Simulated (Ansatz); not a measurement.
Space group Cmce (No. 64). a = 16.757 Å, b = 6.196 Å, c = 6.214 Å, α = 90.00°, β = 90.00°, γ = 90.00°
| atom | site | symmetry | x | y | z |
| --- | --- | --- | --- | --- | --- |
| Co | 8d | 2.. | 0.4202 | 0.0000 | 0.0000 |
| Sn | 8f | m.. | 0.0000 | 0.1635 | 0.1634 |
| Sn | 16g | 1 | 0.3348 | 0.3176 | 0.1816 |

Equation of state of this CoSn₃ structure (not necessarily the ground state), with shape and atoms relaxed at each volume where symmetry leaves them free. It has no gap at any of these volumes. Level of theory: DFT PBEsol, scalar-relativistic, plane waves, PAW in Ansatz.

Cutoff 420 eV; k points 6×6×6 on the computed 16-atom cell (Γ-centred); Gaussian smearing, width 0.10 eV; no spin polarisation.

```json
{"V (Å³/atom)": "17.743", "E − E(largest V) (meV/atom)": "61.75", "P (GPa)": "15.85"}
{"V (Å³/atom)": "18.348", "E − E(largest V) (meV/atom)": "11.93", "P (GPa)": "10.72"}
{"V (Å³/atom)": "18.952", "E − E(largest V) (meV/atom)": "-20.19", "P (GPa)": "6.45"}
{"V (Å³/atom)": "19.557", "E − E(largest V) (meV/atom)": "-37.61", "P (GPa)": "2.91"}
{"V (Å³/atom)": "20.162", "E − E(largest V) (meV/atom)": "-42.90", "P (GPa)": "0.00"}
{"V (Å³/atom)": "20.767", "E − E(largest V) (meV/atom)": "-38.17", "P (GPa)": "-2.34"}
{"V (Å³/atom)": "21.372", "E − E(largest V) (meV/atom)": "-25.58", "P (GPa)": "-4.13"}
{"V (Å³/atom)": "22.178", "E − E(largest V) (meV/atom)": "0.00", "P (GPa)": "-5.85"}
```

**Question.** Fit a third-order Birch–Murnaghan equation to E(V).

**Answer.** V0 = 20.16 Å³/atom, B0 = 85 GPa, B0' = 6.1.

Cost: 8 runs of about 68 core-minutes in all, on Intel Xeon 6975P-C (Granite Rapids) (shared hosts).